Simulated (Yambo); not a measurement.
G0W0@PBE for ZnSe (zinc blende, space group F-43m, No. 216) in Yambo. Reference settings: 4×4×4 Γ-centred k mesh, bands 14 to 208 and a 15 Ry block in the screening, 208 bands in G with the Bruneval-Gonze terminator, plasmon pole fitted at 27.2 eV. The PBE gap Γ → Γ on this mesh is 1.37 eV; G0W0 gaps are taken between the same points.

With and without the terminator, as bands are cut:

```
bands in G (in W)  gap, terminator (eV)  gap, none (eV)  valence shift, terminator (eV)  valence shift, none (eV)
-----------------  --------------------  --------------  ------------------------------  ------------------------
77 (208)                          2.202           2.122                          -0.715                    -0.431
131 (208)                         2.192           2.144                          -0.707                    -0.583
208 (208)                         2.186           2.161                          -0.700                    -0.645
```

Over this range the gap spans 0.016 eV with the terminator and 0.039 eV without, the valence shift 0.015 eV and 0.214 eV. Neither column has reached its limit for certain.

Spin-orbit coupling is not included.

Geometry relaxed with PBEsol; primitive cell a = b = c = 3.9830 Å, α = β = γ = 60.00°.

A shift is the quasiparticle energy of the state minus its PBE energy.

The potentials are those of PseudoDojo's stringent table.
